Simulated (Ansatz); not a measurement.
Consider the following.

MgO:
```yaml
crystal:
  lattice:
    - [0.00000, 2.10214, 2.10214]
    - [2.10214, 0.00000, 2.10214]
    - [2.10214, 2.10214, 0.00000]
  atoms:
    - { symbol: Mg, position: [0.00000, 0.00000, 0.00000] }
    - { symbol: O, position: [0.50000, 0.50000, 0.50000] }
```

This is the r²SCAN-relaxed structure.

### Question
All from the program Ansatz at the r²SCAN level (PAW), unless another level is named. Estimate the bulk modulus (Birch–Murnaghan fit).

### Answer
1670 kbar.

### Question
Give the elastic constants (relaxed ions, GPa).

### Answer
C11 = 311, C12 = 94.7, C44 = 157.

Space group Fm-3m (rock salt). The r²SCAN relaxation kept the symmetry of its start.

Potentials: the later of the program's two PAW sets.
